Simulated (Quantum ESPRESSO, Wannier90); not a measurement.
**Wannierisation of CsBr (CsCl type)**

```
CsBr
1.0
    4.32562     0.00000     0.00000
    0.00000     4.32562     0.00000
    0.00000     0.00000     4.32562
Cs Br
1 1
Direct
  0.00000   0.00000   0.00000
  0.50000   0.50000   0.50000
```

Materials Project entry mp-22906; symmetrised, unrelaxed at this level. COD (Crystallography Open Database) has an entry of this formula and space group (matched by these alone). Method: PBEsol plane waves in Quantum ESPRESSO 7.5 (PseudoDojo norm-conserving files, 40 Ry, no spin polarisation, no spin-orbit coupling), Bloch states on a 6×6×6 mesh through Γ, Wannier90 4.0.1. Density: 8×8×8 mesh, cold smearing 0.01 Ry. Spin-orbit coupling is left out although heavy elements are present.

Functional, cutoff and mesh named above are those of the base row (PBEsol); the first column says what each row takes instead. Model: 4 functions from bands 2,6-8, start SCDM (isolated) (the valence bands). Energies are relative to the valence-band maximum; the misfit is to pw.x on a path, for all bands of the set. The functional changes, each with its own PseudoDojo files and their cutoffs, on the same cell. Ω_total can sit in another minimum from row to row; Ω_I of an isolated set cannot. A star marks runs that hit the step limit.

```
functional  Ω_I (Å²)  Ω_total (Å²)  rms misfit (meV)  gap (eV)  bottom of band 2 (eV)
----------  --------  ------------  ----------------  --------  ---------------------
LDA             5.96         6.83*               1.0      4.03                 -12.42
PBE             5.73         6.61*               0.7      4.42                 -12.35
PBEsol          5.85         6.73*               0.9      4.23                 -12.37
```
